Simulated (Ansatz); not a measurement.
Relaxed candidate structures of Sr:

**A**
```
Sr
1.0
    0.00000     3.51037     7.43953
    2.18366     0.00000     7.43953
    2.18366     3.51037     0.00000
Sr
2
Cartesian
  2.18366   3.51037  12.91919
  2.18366   3.51037   1.95987
```

**B**
```xyz
1
Lattice="-2.4061 2.4061 2.4061 2.4061 -2.4061 2.4061 2.4061 2.4061 -2.4061" Properties=species:S:1:pos:R:3 pbc="T T T"
Sr     0.0000     0.0000     0.0000
```

**C**
```xyz
8
Lattice="7.6860 0.0000 0.0000 0.0000 7.6860 0.0000 0.0000 0.0000 7.6860" Properties=species:S:1:pos:R:3 pbc="T T T"
Sr     1.9215     0.0000     3.8430
Sr     5.7645     0.0000     3.8430
Sr     0.0000     3.8430     1.9215
Sr     0.0000     3.8430     5.7645
Sr     3.8430     1.9215     0.0000
Sr     3.8430     5.7645     0.0000
Sr     0.0000     0.0000     0.0000
Sr     3.8430     3.8430     3.8430
```

Q: Order them by energy per atom (lowest first) at the level r2SCAN (plane waves to 500 eV, PAW, scalar-relativistic; Ansatz, a program for electronic structure).

A: B (reference), C (+0.02 eV/atom), A (+0.11 eV/atom)

The lowest structure calculated, Fm-3m, cF4, fcc (Cu type), is not among these; it lies 0.01 eV/atom below the lowest of them. 3 runs with a doubtful electronic state, a coarser numerical grid, an end not at rest or a source that can't be used are left out. Each run could gain symmetry but not lose that of its start, so entries can be saddle points. From databases, or of a type measured for this composition: Im-3m, cI2, bcc (W type); the others are generated cells (placed on structure types, drawn at random, substituted or restacked) that were not matched to a known phase here. Static energies at zero pressure. The runs use different k-meshes, so differences are rounded accordingly. No spin polarisation in the result.
